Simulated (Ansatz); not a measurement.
SiB₆: Electric field gradients

The cell is a structure deposited in the COD, its atoms then relaxed with PBE in this cell.

Space group Pm-3m (No. 221); a = 4.1300 Å.

| site | Wyckoff | site symmetry | x | y | z |
| --- | --- | --- | --- | --- | --- |
| Si | 1a | m-3m | 0.0000 | 0.0000 | 0.0000 |
| B | 6f | 4m.m | 0.2002 | 0.5000 | 0.5000 |

One atom of each set is listed.

Level of theory: DFT, PBE, plane waves and PAW, scalar-relativistic, 420 eV cutoff, Γ-centred 7×7×7 k-points, Fermi–Dirac smearing 0.05 eV (Ansatz 0.2.0).

C_Q = eQV_zz/h, which is 24.18 MHz for Q = 1 b and V_zz = 10²¹ V/m²; η = (V_xx − V_yy)/V_zz.

¹⁰B: I = 3, Q = 84.59 mb. Nuclear quadrupole moments: year-2017 set (Pyykkö).

(1) Give the quadrupolar parameters of the distinct sites.

Results:

(1) 

| site | atoms | first shell | V_xx, V_yy, V_zz (10²¹ V/m²) | η | C_Q (MHz) |
| --- | --- | --- | --- | --- | --- |
| Si | 1 | 24 B at 3.04 Å | 0.00, 0.00, 0.00 | – | – |
| B | 6 | 5 B at 1.65–1.75 Å | 0.80, 0.80, -1.61 | 0.00 | -3.29 |

An axis of threefold or higher order runs through B, so V_zz lies along it and η is zero. Si sits on a cubic site, where every gradient vanishes.

Si has no stable isotope with a ground-state quadrupole moment in the table, so no C_Q is given.

With a gap of 0.11 eV under a smearing of 0.05 eV the band edges are partly filled, so small gradients can hang on the smearing and the k-mesh.

The relaxation (5 steps) took 9.1 s of wall time (9.1 s of CPU time) and 0.35 GiB at its peak, on 1 thread of Arm Neoverse V1 (aarch64; 28 cores open to the job, memory cap 3.0 GiB, no GPU), a shared host with a load of 0.9 a core.
